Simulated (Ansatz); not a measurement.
**Bi2Te2PbS2: gradients before and after relaxing the atoms**

Start: a COD entry (perhaps calculated rather than measured), taken as it stands.

Space group R-3m:H (No. 166); a = 4.2701, c = 40.4129 Å, γ = 120.00°.

```
site  Wyckoff  site symmetry       x       y       z
  Bi       6c             3m  0.0000  0.0000  0.5814
  Te       6c             3m  0.0000  0.0000  0.8707
  Pb       3a            -3m  0.0000  0.0000  0.0000
   S       6c             3m  0.0000  0.0000  0.2913
```

One atom of each set is listed; the run and its k-mesh use a cell of 7 atoms with edges of 13.69, 13.69, 13.69 Å.

Level of theory: DFT, PBE, plane waves and PAW, scalar-relativistic, 420 eV cutoff, Γ-centred 8×8×8 k-points, Fermi–Dirac smearing 0.02 eV (Ansatz 0.2.0).

The largest force at the start is 0.060 eV/Å. Relaxing the ions at fixed cell moves them by 0.005 Å at most (atom 2, Bi) and 0.003 Å rms. End positions:

Bi (0.0000, 0.0000, 0.5815)
Te (0.0000, 0.0000, 0.8706)
Pb (0.0000, 0.0000, 0.0000)
S (0.0000, 0.0000, 0.2914)

```tsv
site	moved (Å)	first shell before	first shell after	V_zz before (10²¹ V/m²)	η before
Bi	0.005	3 S at 3.02 Å, 3 Te at 3.04 Å	3 S at 3.02 Å, 3 Te at 3.05 Å	-0.93	0.00
Te	0.002	3 Bi at 3.04 Å	3 Bi at 3.05 Å	0.35	0.00
Pb	0.000	6 S at 2.99 Å	6 S at 2.99 Å	0.90	0.00
S	0.001	3 Pb at 2.99 Å, 3 Bi at 3.02 Å	3 Pb at 2.99 Å, 3 Bi at 3.02 Å	0.053	0.00
```

**Question.** How do the gradients change?

**Answer.** 

```tsv
site	V_zz after	η after	change of V_zz
Bi	-0.95	0.00	-0.02
Te	0.78	0.00	+0.43
Pb	0.92	0.00	+0.02
S	0.004	0.00	-0.05
```

The largest change of V_zz is on Te, from 0.35 to 0.78. In per cent, |V_zz| changes by +2 on Bi, +2 on Pb (all sites that start above 0.5).

Spin–orbit coupling is left out, which shifts gradients on Bi and Pb by a few per cent in wide-gap crystals, and can shift them far more where the calculated gap is small or absent, as here. With a gap of 0.3 eV on this mesh, small gradients can still move by 0.1 × 10²¹ V/m² or more as the k-mesh gets denser.
